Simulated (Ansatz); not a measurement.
In2O3:
```
In2O3
1.0
   -5.14449     5.14449     5.14449
    5.14449    -5.14449     5.14449
    5.14449     5.14449    -5.14449
In O
16 24
Direct
  0.28377   0.53377   0.75000
  0.71623   0.46623   0.25000
  0.21623   0.96623   0.25000
  0.78377   0.03377   0.75000
  0.75000   0.28377   0.53377
  0.25000   0.71623   0.46623
  0.25000   0.21623   0.96623
  0.75000   0.78377   0.03377
  0.53377   0.75000   0.28377
  0.46623   0.25000   0.71623
  0.96623   0.25000   0.21623
  0.03377   0.75000   0.78377
  0.00000   0.50000   0.00000
  0.00000   0.00000   0.50000
  0.50000   0.50000   0.50000
  0.50000   0.00000   0.00000
  0.53685   0.77213   0.54425
  0.46315   0.22787   0.45575
  0.72788   0.99260   0.95575
  0.27212   0.00740   0.04425
  0.96315   0.50740   0.23528
  0.03685   0.49260   0.76472
  0.77212   0.72787   0.26472
  0.22788   0.27213   0.73528
  0.54425   0.53685   0.77213
  0.45575   0.46315   0.22787
  0.95575   0.72788   0.99260
  0.04425   0.27212   0.00740
  0.23528   0.96315   0.50740
  0.76472   0.03685   0.49260
  0.26472   0.77212   0.72787
  0.73528   0.22788   0.27213
  0.77213   0.54425   0.53685
  0.22787   0.45575   0.46315
  0.99260   0.95575   0.72788
  0.00740   0.04425   0.27212
  0.50740   0.23528   0.96315
  0.49260   0.76472   0.03685
  0.72787   0.26472   0.77212
  0.27213   0.73528   0.22788
```

Relaxed with PBE. Special points in fractions of this cell's reciprocal vectors: Γ (0.000, 0.000, 0.000); H (0.500, -0.500, 0.500); N (0.000, 0.000, 0.500); P (0.250, 0.250, 0.250).

Task: List the band energies nearest the valence-band maximum at these points for PBE in the plane-wave PAW code Ansatz.

Result: In eV from the valence-band maximum; about four levels below and three above (degenerate sets whole), none deeper than 8.9 eV; points with the same levels are listed once.

```json
[
 {"k": "Γ", "below": "-0.23 -0.23 -0.23 0.00 0.00 0.00", "above": "0.93 5.21 5.21 5.21"},
 {"k": "H", "below": "-0.21 -0.21 -0.21 -0.14", "above": "3.89 3.89 3.89"},
 {"k": "N", "below": "-0.13 -0.13 -0.03 -0.03", "above": "3.00 3.00 4.69 4.69"},
 {"k": "P", "below": "-0.09 -0.09 -0.09 -0.09", "above": "3.60 3.60 3.60 3.60"}
]
```

Space group Ia-3 (bixbyite). The cell was relaxed with PBE under the symmetry of its start. Scalar-relativistic: spin–orbit coupling is off unless named, which matters more the heavier the elements.

Potentials: the later of the program's two PAW sets.
